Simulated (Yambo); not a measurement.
Yambo run on NaOH (space group Pbcm, No. 57). The wavefunctions are PBEsol (pw.x of Quantum ESPRESSO, ONCV potentials, no spin-orbit coupling) ones on a 4×2×2 mesh (32 occupied bands); a = 3.126 Å, b = 5.867 Å, c = 6.104 Å, α = 90.00°, β = 90.00°, γ = 90.00°.

Yambo input:

```
rim_cut
gw0
dyson
el_el_corr
HF_and_locXC
ppa
em1d
RandQpts= 1000000
RandGvec= 1 Ry
EXXRLvcs= 88 Ry
VXCRLvcs= 352 Ry
Chimod= "HARTREE"
% BndsRnXp
 5 | 102 |
%
NGsBlkXp= 10 Ry
% LongDrXp
 1.0 | 1.0 | 1.0 |
%
PPAPntXp= 27.2114 eV
% GbndRnge
 1 | 102 |
%
GTermKind= "BG"
DysSolver= "n"
ExtendOut
% QPkrange
 1 | 1 | 32 | 33 |
%
```

k points by index: 1 = Γ.

Resulting energies as the program prints them:

```
#    K-point    Band    Eo [eV]    E [eV]    E-Eo [eV]    Vxc [eV]    Vnlxc [eV]    Sc|Eo [eV]    Sc|E [eV]    dSc/dw|Eo [eV]    Re(Z)    Im(Z)
#
    1    32    0.000000    -1.548383    -1.548383    -19.28675    -25.16799    3.941634    4.332857    -6.874728    0.798311    -0.001325
    1    33    3.533624    4.937936    1.404312    -10.64376    -6.277540    -2.747924    -2.961910    -4.146153    0.867777    -0.885305E-3
```
(The two width columns are left out.) Convergence of these settings isn't established.

Geometry of the Materials Project entry, not relaxed at this level.

The structure is a Materials Project entry; no match was found in the copy of COD used, and its stability was not checked.
